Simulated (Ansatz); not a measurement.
One crystal and one scan (energy against volume) at two levels, PBE (plane waves to 420 eV, PAW, scalar-relativistic; Ansatz, a program for electronic structure) and r2SCAN (plane waves to 500 eV, PAW, scalar-relativistic; Ansatz), each from its own relaxed cell and on its own mesh. The cell shown is that of PBE.

ZrO$_{2}$ (fluorite)

```
ZrO2
1.0
    0.00000     2.55794     2.55794
    2.55794     0.00000     2.55794
    2.55794     2.55794     0.00000
Zr O
1 2
Cartesian
  0.00000   0.00000   0.00000
  1.27897   1.27897   1.27897
  3.83691   3.83691   3.83691
```

Equation-of-state scan: isotropic scaling of the cell above, V₀ being its volume. Symmetry pins the atoms to their sites.

E stands for the smeared free energy. The PAW data are Ansatz's earlier set. This is a high-temperature form of ZrO2. ZrO2 is run without spin polarisation. ZrO2 was relaxed with its symmetry unable to fall. Percentages come from the unrounded values. Both scans cover V/V₀ from 0.940 to 1.060.

```
quantity                                                     PBE  r2SCAN     PBE − r2SCAN
---------------------------------------------------------  -----  ------  ---------------
Lattice constant a (Å)                                     5.116   5.089  +0.027 (+0.5 %)
Band gap of the relaxed cell, no spin-orbit coupling (eV)   3.32    3.89    -0.57 (-15 %)
Pressure at the smallest volume (GPa)                       16.6    18.1      -1.5 (-8 %)
Energy cost of the largest compression (meV/atom)           32.9    35.2    -2.3 (-6.4 %)
Energy cost of the largest expansion (meV/atom)             26.7    28.7      -2.0 (-7 %)
Bulk modulus B₀ (third-order Birch-Murnaghan fit) (GPa)    235.7   256.7   -21.0 (-8.2 %)
Pressure derivative B₀′ (fit)                                4.3     4.1      +0.2 (+3 %)
Pressure for 5 % compression (fit) (GPa)                    13.5    14.6      -1.1 (-8 %)
```

PBE gives the higher value for: lattice constant a. PBE gives the lower value for: band gap of the relaxed cell, no spin-orbit coupling; pressure at the smallest volume; energy cost of the largest compression; energy cost of the largest expansion; bulk modulus B₀; pressure for 5 % compression. For the lattice constant a the reference is 5.0902 Å (measured at or taken to low temperature; as given in Xinyuan Zhao, David Vanderbilt, Physical review. B, Condensed matter (2002), arXiv:cond-mat/0108491): r2SCAN lies nearer. For the bulk modulus B₀ the reference is 248 GPa (measured, room temperature or unstated; yttria-stabilised, extrapolated to no yttrium; as given in Hyeondeok Shin, Anouar Benali, Ye Luo et al., Physical Review Materials (2018), arXiv:1708.09424): it holds thermal shifts, so no verdict is drawn.  Neither level is exact: the differences show how much the result hangs on the functional.

ΔE (meV/atom), each from the relaxed starting cell of its own level:

```
V/V₀    PBE  r2SCAN
-----  ----  ------
0.940  32.9    35.2
0.952  20.6    22.0
0.964  11.3    12.1
0.976   4.9     5.3
0.988   1.2     1.3
1.000   0.0     0.0
1.012   1.1     1.2
1.024   4.5     4.9
1.036  10.0    10.7
1.048  17.4    18.7
1.060  26.7    28.7
```

(A scan under strain: stresses follow from slopes of the energy per volume, elastic moduli from its curvatures.)
